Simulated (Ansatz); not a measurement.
Al₂Au (MoSi2 or CaC2 type, I4/mmm) at seven volumes, r²SCAN in the plane-wave PAW code Ansatz, shape and atoms relaxed at each. One row is withheld.

| V (Å³/atom) | P (GPa) |
|---|---|
| 15.360 | 11.69 |
| 15.867 | 7.08 |
| 16.373 | 3.21 |
| 16.879 | 0.00 |
| 17.386 | -2.65 |
| 17.892 | ? |
| 18.398 | -6.44 |

Question: Fit the shown pressures and predict the withheld one.

Answer: Third-order Birch–Murnaghan: P = (3/2)B₀(x^(7/2) − x^(5/2))[1 + (3/4)(B′ − 4)(x − 1)] with x = (V₀/V)^(2/3). Least squares on the six rows gives V₀ = 16.882 Å³/atom, B₀ = 95.51 GPa, B′ = 5.55. At V = 17.892, x = 0.9620 and P = -4.72 GPa. The run itself gave -4.77 GPa.

The cell is a constructed one: a structure type filled with these elements; neither database checked (COD, Materials Project) lists it. COD files the formula under space group No. 225. Its standing as an ambient phase is unchecked. The cell was relaxed with r²SCAN under the symmetry of its start; whether a distortion lowers the energy is not shown. Spin–orbit coupling is left out wherever it is not named.

Potentials: the later of the program's two PAW sets.
